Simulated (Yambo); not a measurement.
Yambo run on a free-standing PtS2 monolayer (symmetry P-3m1, slab cell 15.5 Å high). The wavefunctions are LDA (pw.x of Quantum ESPRESSO, ONCV potentials, without SOC) ones on a 6×6×1 mesh (15 occupied bands); a = 3.513 Å, b = 3.513 Å, c = 15.500 Å, α = 90.00°, β = 90.00°, γ = 120.00°.

Yambo input:

```
rim_cut
gw0
dyson
el_el_corr
HF_and_locXC
ppa
em1d
rim_w
RandQpts= 1000000
RandGvec= 2 Ry
CUTGeo= "slab z"
FFTGvecs= 30 Ry
EXXRLvcs= 84 Ry
VXCRLvcs= 336 Ry
Chimod= "HARTREE"
% BndsRnXp
 5 | 94 |
%
NGsBlkXp= 6 Ry
% LongDrXp
 1.0 | 1.0 | 0.0 |
%
RandGvecW= 1000 mRy
PPAPntXp= 27.2114 eV
% GbndRnge
 1 | 94 |
%
GTermKind= "BG"
DysSolver= "n"
ExtendOut
% QPkrange
 2 | 2 | 16 | 16 |
 5 | 5 | 15 | 16 |
%
```

k points by index: 2 = (0, 0.167), 5 = (0.167, 0.167).

The o-*.qp file then holds:

```
#    K-point    Band    Eo [eV]    E [eV]    E-Eo [eV]    Vxc [eV]    Vnlxc [eV]    Sc|Eo [eV]    Sc|E [eV]    dSc/dw|Eo [eV]    Re(Z)    Im(Z)
#
    2    16    2.067179    2.849308    0.782129    -15.92651    -12.51565    -2.368330    -2.628732    -9.056235    0.750279    -0.003390
    5    15    0.000000    -0.482305    -0.482305    -14.90563    -17.53197    1.976600    2.144037    -9.440999    0.742404    -0.003214
    5    16    2.086738    2.869793    0.783055    -15.42727    -11.82142    -2.560519    -2.822793    -9.110507    0.749158    -0.003360
```
(The two width columns are left out.) Convergence of these settings isn't established.

Geometry relaxed with LDA.
